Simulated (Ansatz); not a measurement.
A crystal relaxed with r2SCAN in Ansatz has space group Cm (No. 8) and a = 10.102 Å, b = 3.713 Å, c = 7.363 Å, β = 111.4°.

```json
{"atom": "Ti", "site": "2a", "x": "0.9879", "y": "0.0000", "z": "0.9933"}
{"atom": "Ti", "site": "2a", "x": "0.7556", "y": "0.5000", "z": "0.3702"}
{"atom": "Xx", "site": "2a", "x": "0.9652", "y": "0.5000", "z": "0.4800"}
{"atom": "Xx", "site": "2a", "x": "0.7163", "y": "0.5000", "z": "0.0984"}
{"atom": "Xx", "site": "2a", "x": "0.5476", "y": "0.5000", "z": "0.2691"}
{"atom": "Xx", "site": "2a", "x": "0.7972", "y": "0.0000", "z": "0.4041"}
{"atom": "Ti", "site": "2a", "x": "0.5081", "y": "0.5000", "z": "0.5037"}
{"atom": "Si", "site": "2a", "x": "0.7432", "y": "0.5000", "z": "0.8735"}
{"atom": "Xx", "site": "2a", "x": "0.9300", "y": "0.5000", "z": "0.9646"}
{"atom": "Xx", "site": "2a", "x": "0.7156", "y": "0.5000", "z": "0.6202"}
{"atom": "Xx", "site": "2a", "x": "0.5555", "y": "0.5000", "z": "0.7830"}
{"atom": "Xx", "site": "2a", "x": "0.7779", "y": "0.0000", "z": "0.8899"}
```

r2SCAN gives an indirect gap of 2.46 eV, from V₂ to Γ; the least direct gap is 2.95 eV at Y₂. The HSE06 gap is indirect, 3.62 eV (V₂ to Γ), below the direct gap of 4.15 eV at Y₂. PBE gives an indirect gap of 2.11 eV, from V₂ to Γ; the least direct gap is 2.56 eV at Y₂. Meshes: r2SCAN 8×8×4, HSE06 4×4×2, PBE 8×8×4. r2SCAN's ε∞ is 5.2, 5.4 and 5.2 along x, y and z.

Q: Which element is Xx?
A. S
B. Te
C. Se
D. O

A: D. Xx is O: Ti3SiO8 on the sites of the anatase structure (relaxed group Cm). Around Ti lie 6 O at 1.90–2.15 Å and 1 Ti at 3.09 Å; around Ti lie 6 O at 1.89–2.02 Å and 4 Ti at 3.00–3.09 Å; around O lie 3 Ti at 1.90–1.97 Å; around O lie 1 Si at 1.77 Å and 2 Ti at 1.89–2.15 Å; around O lie 3 Ti at 1.90–1.96 Å; around O lie 3 Ti at 1.90–1.98 Å; around Ti lie 6 O at 1.90–1.98 Å and 3 Ti at 3.00–3.02 Å; around Si lie 6 O at 1.76–1.89 Å (further sites aren't listed).

All values are calculated for a non-magnetic cell, which may be hypothetical.

The meshes of the hybrids are coarse, so their gaps aren't converged to the digits shown.

For a response run the program warns that the ground state's bands aren't all converged, so ε∞ carries an extra error.
